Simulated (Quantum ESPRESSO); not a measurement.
```cif
data_CsF3Hg
_chemical_formula_sum 'F3 Cs1 Hg1'
_space_group_name_H-M_alt 'Pm-3m'
_space_group_IT_number 221
_space_group_name_Hall '-P 4 2 3'
_cell_length_a 4.59545
_cell_length_b 4.59545
_cell_length_c 4.59545
_cell_angle_alpha 90.000
_cell_angle_beta 90.000
_cell_angle_gamma 90.000
loop_
_atom_site_label
_atom_site_type_symbol
_atom_site_symmetry_multiplicity
_atom_site_Wyckoff_symbol
_atom_site_fract_x
_atom_site_fract_y
_atom_site_fract_z
_atom_site_occupancy
F1 F 3 c 0.00000 0.50000 0.50000 1
Cs1 Cs 1 a 0.00000 0.00000 0.00000 1
Hg1 Hg 1 b 0.50000 0.50000 0.50000 1
```

The geometry is that of Materials Project entry mp-561947, symmetrised and not relaxed again.

### Question
What does PBEsol (Quantum ESPRESSO, PseudoDojo norm-conserving, 84 Ry, no spin-orbit coupling) give for the electronic structure near the Fermi level?

### Answer
The PBEsol gap is indirect, 0.55 eV, from R to Γ; the smallest direct gap is 2.57 eV. Without spin-orbit coupling, band edges of such heavy elements can be off by tenths of an eV. The cell is held in this high symmetry; tilts and polar distortions were not searched.
